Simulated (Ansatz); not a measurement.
**ZrTa₂C₂: rattling a relaxed structure**

It was reached by relaxing an invented guess, and it needn't be the stable form of this composition.

Level of theory: DFT PBE, scalar-relativistic, plane waves, PAW in Ansatz 0.2.0. Settings: cutoff 420 eV, Γ-centred mesh 12×12×6 on the computed 5-atom cell, Gaussian smearing of 0.10 eV; no spin polarisation.

The cell below (5 atoms, space group P-3m1 (No. 164)) is relaxed within its symmetry.

```
CELL_PARAMETERS angstrom
3.20764 0.00000 0.00000
-1.60382 2.77790 0.00000
0.00000 0.00000 7.70046
ATOMIC_POSITIONS crystal
Zr 0.00000 0.00000 0.00000
Ta 0.33333 0.66667 0.33345
Ta 0.66667 0.33333 0.66655
C 0.33333 0.66667 0.81116
C 0.66667 0.33333 0.18884
```

For the test a repeat of it with 10 atoms (edges 3.21, 5.56, 7.70 Å) was strained at random (σ = 1.5 % a component), the atoms were moved at random (σ = 0.15 Å), and all was relaxed again on a coarse 6×4×4 mesh (in the run’s order of axes) with 0.20 eV smearing, with no symmetry imposed.

Spin–orbit coupling, which can matter for Ta, is left out.

Q: Is the structure stable against such a distortion?

A: It doesn't return. The energy falls by 101 meV/atom on that mesh, the volume changes by -1.0 %, and the end has space group R-3m (No. 166) at a loose tolerance. Relaxed again on a 12×12×12 mesh with 0.10 eV smearing, the new structure lies 98 meV/atom below the first (mesh in the axes of the run's cell; the cell below is made exact in the group named). Space group R-3m (No. 166), trigonal, a = 3.198 Å, c = 23.017 Å. Zr is surrounded by 6 C at 2.35 Å, 6 Zr at 3.20 Å and 6 Ta at 3.20 Å; around Ta lie 3 C at 2.18 Å, 9 Ta at 3.06–3.20 Å and 3 Zr at 3.20 Å; C has 3 Ta at 2.18 Å and 3 Zr at 2.35 Å.

```xyz
5
Lattice="1.5988 0.9231 7.6724 -1.5988 0.9231 7.6724 0.0000 -1.8462 7.6724" Properties=species:S:1:pos:R:3 pbc="T T T"
Zr    0.0000    0.0000    0.0000
Ta    0.0000    0.0000   17.9590
Ta    0.0000    0.0000    5.0582
C     0.0000    0.0000   13.8919
C     0.0000    0.0000    9.1254
```
